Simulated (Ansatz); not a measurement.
MgO (rock salt)

```
CELL_PARAMETERS angstrom
      0.00000     2.12687     2.12687
      2.12687     0.00000     2.12687
      2.12687     2.12687     0.00000
ATOMIC_POSITIONS crystal
  O  0.00000 0.00000 0.00000
  Mg 0.50000 0.50000 0.50000
```

The slice is a {100} plane (indices of the conventional cell) through the point (0.000, 0.000, 0.000) (fractional), spanned by u = [100] and v = [0 1 -1] in vectors of this cell: u (3.01 Å) and v (3.01 Å, at 90° to u). It covers one period; positions are fractions (u, v).

All values below come from PBE (plane waves to 420 eV, PAW, scalar-relativistic; Ansatz, a program for electronic structure). k mesh 13×13×13. Near the nuclei the fields are pseudised (PAW); where an atom keeps semicore shells as valence, they peak there. MgO was relaxed with its symmetry unable to fall.

Around which element is the density of the lowest conduction band (whole band as if filled, smooth part) largest on this plane?

O. Mean over a disc round each atom, of radius 0.45 times the shortest bond: O 0.183, Mg 0.043 e/Å³.

Around which element is the density of the highest valence band (whole band, smooth part) largest on this plane?

O. Mean over a disc round each atom, of radius 0.45 times the shortest bond: O 0.346, Mg 0.014 e/Å³.

What is the ELF at the density minimum of the shortest O–Mg line in this plane (2.13 Å)?

0.06.

Sketch the electron localisation function (ELF) on this plane as a map.


```
|xxxxxxxx9999998877442200000022447788999999xxxxxx|
|xxxxxx99999999886644110000001144668899999999xxxx|
|xxxx999999999988552211000000112255889999999999xx|
|999999999999886633110000000000113366889999999999|
|999999999988663311000000000000001133668899999999|
|999999998866331100000000110000000011336688999999|
|888888886633110000112233333322110000113366888888|
|777766553311000011334444444444331100001133556677|
|4444442211000011334444xxxxxx44443311000011224444|
|22221111000000224444xxxxxxxxxx444422000000111122|
|110000000000003344xxxxxxxxxxxxxx4433000000000000|
|000000000000113344xxxxxxxxxxxxxx4433110000000000|
|110000000000003344xxxxxxxxxxxxxx4433000000000000|
|22221111000000224444xxxxxxxxxx444422000000111122|
|4444442211000011334444xxxxxx44443311000011224444|
|777766553311000011334444444444331100001133556677|
|888888886633110000112233333322110000113366888888|
|999999998866331100000000110000000011336688999999|
|999999999988663311000000000000001133668899999999|
|999999999999886633110000000000113366889999999999|
|xxxx999999999988552211000000112255889999999999xx|
|xxxxxx99999999886644110000001144668899999999xxxx|
|xxxxxxxx9999998877442200000022447788999999xxxxxx|
|xxxxxxxx9999998877442211001122447788999999xxxxxx|
```
Scale: ten equal steps from 0.03 (start of '0') to 0.83 (end of '9'), in the order '0123456789'. Values: electron localisation function (ELF). The map has 24 points along u (two characters each, u = 0 at the left) and 24 along v (v = 0 in the bottom row). Points within 0.4 Å of a nucleus are blanked (x), as the pseudised field means little there.
